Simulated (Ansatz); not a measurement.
CuAu:
```
CELL_PARAMETERS angstrom
      1.42963     0.82539     4.19584
     -1.42963     0.82539     4.19584
      0.00000    -1.65079     4.19584
ATOMIC_POSITIONS crystal
  Cu 0.50000 0.50000 0.50000
  Au 0.00000 0.00000 0.00000
```

Relaxed with r²SCAN. Special points in fractions of this cell's reciprocal vectors: Γ (0.000, 0.000, 0.000); T (0.500, 0.500, 0.500); H2 (0.808, 0.192, 0.500); H0 (0.500, -0.192, 0.192); L (0.500, 0.000, 0.000); S0 (0.346, -0.346, 0.000); S2 (0.654, 0.000, 0.346); F (0.500, 0.000, 0.500).

Task: List the band energies nearest the Fermi level at these points for r²SCAN with spin–orbit coupling (plane waves, PAW; program Ansatz).

Result: In eV from the Fermi level; about four levels below and three above (degenerate sets whole), none deeper than 8.9 eV; points with the same levels are listed once.

```
k                     below                    above
--  -----------------------  -----------------------
Γ   -1.51 -1.51 -0.10 -0.10    5.18 5.18 15.22 15.22
T   -2.32 -2.32 -2.22 -2.22  12.99 12.99 15.66 15.66
H2  -1.91 -1.91 -1.81 -1.81      2.60 2.60 2.71 2.71
L   -2.18 -2.18 -1.87 -1.87      0.05 0.05 1.17 1.17
S0  -1.96 -1.96 -1.83 -1.83      2.35 2.35 2.69 2.69
F   -1.33 -1.33 -1.30 -1.30      1.20 1.20 2.99 2.99
```

Space group R-3m. The first step of the workflow began from a Materials Project structure, measured or hypothetical; the Crystallography Open Database copy checked does not list it. It is not the phase usual at ambient conditions (space group No. 123). The r²SCAN relaxation kept the symmetry of its start; its stability against distortions is not shown here. No spin polarisation was allowed.

Potentials: the later of the program's two PAW sets.
